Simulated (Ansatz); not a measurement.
## Zone-centre phonons of Mg3GeSe at 6.5 GPa: input and output

Computed with DFT PBE, scalar-relativistic, plane waves, PAW (Ansatz 0.2.0).

Launched with:
```bash
ansatz run input.yaml --threads 1 --pin off --max-ram 2560MiB --backend cpu --events-out ev --progress --plain --runs-dir out
```

Input (bare energies are in eV):
```yaml
crystal:
  lattice:
    - [4.7616, 0.0, 0.0]
    - [0.0, 4.7616, 0.0]
    - [0.0, 0.0, 4.7616]
  atoms:
    - { symbol: Ge, position: [0.0, 0.0, 0.0] }
    - { symbol: Se, position: [0.5, 0.5, 0.5] }
    - { symbol: Mg, position: [0.5, 0.5, 0.0] }
    - { symbol: Mg, position: [0.5, 0.0, 0.5] }
    - { symbol: Mg, position: [0.0, 0.5, 0.5] }
basis:
  ecutwfc: 420
kpoints:
  mp_grid: { grid: [8, 8, 8] }
hamiltonian:
  xc: pbe
scf:
  occupations: { method: fermi_dirac, width: 0.15 }
output:
  eigenvalues: true
phonons:
  method: dfpt
  eigenvectors: true
```

Results section of the output:
```
--- Phonons (Γ-DFPT): 4 representative perturbations + reference, on 125 of 512 k-points (Σ response iterations 12) ---
  k mesh reduced under 8 symmetry operations, with k and −k counted as one. Each operation leaves every solved displacement unchanged or reverses it
  ASR residual: 3.381e-5 → 0.000e0 eV/Å²; symmetrization residual: 6.075e-6 eV/Å²
  ASR residual per site (eV/Å²): 2.86e-5 2.87e-5 3.38e-5 3.38e-5 3.38e-5
  Γ frequencies (cm⁻¹): -177.60 -177.60 -177.60 -157.60 -157.60 -157.60 0.00 0.00 0.00 65.84 65.84 65.84 496.65 496.65 496.65
  non-analytic LO–TO correction: not included (Born effective charges unavailable; polar crystals: no LO–TO splitting at Γ)
```

It took 3.4 min on 1 thread of AMD EPYC 7R43 64-Core Processor (Zen 3) (shared host), peak memory 1.6 GiB.

Its imaginary modes show that this cell, the ideal cubic antiperovskite prototype, isn't a minimum of the energy. In a metal, frequencies and elastic constants depend on the k mesh and the smearing, soft modes and shear constants most. A semilocal functional can close a gap that the real compound has.

Negative frequencies stand for imaginary ones: the cell is unstable against these modes.